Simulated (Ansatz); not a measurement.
MoRu5: computed properties

Level of theory: DFT PBE, scalar-relativistic, plane waves, PAW in Ansatz.

Plane waves to 420 eV, a k mesh through Γ of 12×12×10 on the computed 6-atom cell and Gaussian smearing (0.10 eV); no spin polarisation.

The structure is relaxed at this level of theory with its symmetry kept, and needn't be the ground state of this composition.

```
Mo Ru
1.0
     4.75443    0.00000    0.00000
    -2.37721    4.11745    0.00000
     0.00000    0.00000    4.31633
Mo Ru
1 5
Direct
  0.00000 0.00000 0.00000
  0.33333 0.66667 0.00000
  0.66667 0.33333 0.00000
  0.66152 0.66152 0.50000
  0.33848 0.00000 0.50000
  0.00000 0.33848 0.50000
```

Formation energy from the elements' standard states (uncorrected)?

-0.030 eV/atom.

Kohn–Sham band gap?

none (metal).

Density of states at the Fermi level?

5.0 states/eV per cell.

Orbital (Löwdin) character within 0.5 eV of the Fermi level?

Ru 4d 78 %, Mo 4d 13 %.

Bader charge by site (e)?

Mo (1 in the cell) 0.75, Ru (2 in the cell) -0.17, Ru (3 in the cell) -0.14.

The cell was found from a structure generator's guess, not taken from experiment. Löwdin shares on free-atom orbitals overweight diffuse shells.
